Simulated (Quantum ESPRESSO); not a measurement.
Ge is modelled in the cubic space group Fd-3m, origin choice 1 (No. 227), the diamond structure, Pearson symbol cF8. Conventional cell: a = 5.6786 Å, b = 5.6786 Å, c = 5.6786 Å, α = 90.00°, β = 90.00°, γ = 90.00°. Ge on 8b is surrounded by 4 Ge at 2.459 Å (tetrahedral). (Neighbours: up to the widest gap in distance over summed covalent radii, below 1.35, at either atom.)
(The calculation used a cell of 2 atoms; values per cell refer to that cell.)

Cell and atoms were relaxed with PBEsol from Materials Project entry mp-32, within its symmetry.

Question: What does PBE (stringent potentials; pw.x of Quantum ESPRESSO, ONCV potentials, scalar-relativistic) give for the electronic structure near the Fermi level?

Answer: At this level the gap is closed or nearly so: along the path the highest valence and lowest conduction bands touch, or overlap by less than 0.6 eV, a zero-gap or semimetallic result; the valence top lies at Γ, the conduction bottom at Γ. Semilocal functionals close the gaps of some narrow-gap semiconductors, so this alone doesn't show that the compound has none. Spin-orbit splittings are left out.
